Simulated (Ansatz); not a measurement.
**B2P3: does the network obey its valences?**

A cell of 25 atoms, a random packing after short dynamics, relaxed. The calculation used DFT PBE, scalar-relativistic, plane waves, PAW in Ansatz.

Plane waves to 420 eV, a k mesh through Γ of 5×5×5 on the computed 25-atom cell and Gaussian smearing (0.10 eV); no spin polarisation.

```
P B
1.0
     7.03591    0.46937    0.51666
     0.50274    7.11858    0.16804
     0.54669    0.16251    7.19775
P B
15 10
Cartesian
  3.1899 5.7412 5.8908
  5.7082 7.2325 6.5558
  4.5088 2.7044 1.6853
  1.6464 0.6809 5.6357
  4.3962 7.1554 3.0543
  6.4077 6.7613 1.9804
  6.9919 2.6526 6.9931
  3.9466 5.1757 3.9116
  1.2526 4.8843 3.5457
  0.3892 1.4299 2.9019
  2.9006 6.7154 1.4334
  1.6167 2.5699 1.4021
  6.1424 4.5202 4.2936
  3.6283 1.5769 5.8136
  1.8746 4.0723 5.6473
  5.3135 1.1354 0.6631
  5.7253 3.6368 5.9807
  5.6244 2.7448 3.3800
  4.4846 5.8046 7.3198
  1.0792 6.6269 2.4962
  6.2458 5.0511 1.0979
  0.4134 3.5306 0.1721
  5.4280 4.3625 7.6101
  2.0708 1.1602 0.2145
  4.8923 2.6552 4.9084
```

Pairs within 1.2 times the summed covalent radii count as bonded.

Problem. Compare coordinations with the usual valences, and count constraints.

Solution.
| element | usual valence | atoms × bonds found |
| --- | --- | --- |
| B | 3 | 2×3, 8×4 |
| P | 3 | 8×3, 7×4 |

10 of 25 atoms have their usual valence (8 − N for groups 14 to 17, three for boron, one for hydrogen), 15 have more bonds and 0 fewer. The mean coordination is 3.60 against 3.00 by the rule. 42 % of the bonds join like atoms. Each atom with r bonds brings r/2 stretching and 2r − 3 bending constraints (no bending for r = 1): 6.00 per atom against 3 degrees of freedom, so by Maxwell counting the network is stressed rigid: without a crystal's symmetry not all bonds and angles can be satisfied, which shows as spread in angles.

The final mesh leaves forces up to 0.12 eV/Å and stresses up to 0.1 GPa: the relaxation ran on a coarser mesh, so the cell's shape, its bonds and its energy belong partly to that mesh.

Cost: 6 runs of about 54 core-minutes in all (earlier runs that led there not counted), on Intel Xeon Processor @ 2.70GHz (shared hosts).